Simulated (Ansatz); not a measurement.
The start is a randomly generated symmetric cell of Be (space group No. 63). A full variable-cell relaxation at zero pressure is run with PBE (plane waves to 420 eV, PAW, scalar-relativistic; Ansatz, an electronic-structure program). The first steps use a coarse 15×15×9 k-mesh.

Input geometry:
```
CELL_PARAMETERS angstrom
      1.22904    -2.03964     0.00000
      1.22904     2.03964     0.00000
      0.00000     0.00000     3.48501
ATOMIC_POSITIONS crystal
  Be 0.56462 0.43538 0.75000
  Be 0.43538 0.56462 0.25000
```

Problem. Does the structure survive the relaxation? Give the final space group.

Solution. The space group goes from Cmcm (No. 63) to P6₃/mmc (No. 194); the end is hcp (Mg type), with 2 atoms in the primitive cell.

Problem. How does the volume per atom move from start to end?

Solution. -9.5 %, from 8.74 to 7.91 Å³/atom.

Problem. How do the shortest distances between atoms change?

Solution. The closest pairs of elements (up to four, under 3.6 Å), start → end: Be–Be 1.82 → 2.21 Å.

Problem. What band gap does the relaxed structure have at this level?

Solution. No gap (metallic).

Problem. Write out the relaxed structure.

Solution. 
```cif
data_Be2
_chemical_formula_sum 'Be2'
_space_group_name_H-M_alt 'P63/mmc'
_space_group_IT_number 194
_space_group_name_Hall '-P 6c 2c'
_cell_length_a 2.26449
_cell_length_b 2.26449
_cell_length_c 3.56089
_cell_angle_alpha 90.000
_cell_angle_beta 90.000
_cell_angle_gamma 120.000
loop_
_atom_site_label
_atom_site_type_symbol
_atom_site_symmetry_multiplicity
_atom_site_Wyckoff_symbol
_atom_site_fract_x
_atom_site_fract_y
_atom_site_fract_z
_atom_site_occupancy
Be1 Be 2 d 0.66667 0.33333 0.25000 1
```

Final values are on a 23×23×13 k-mesh of the relaxed cell. No spin polarisation in the result.

The run could not lose the symmetry of its start; a randomly shaken copy of 4 atoms returns to this structure.
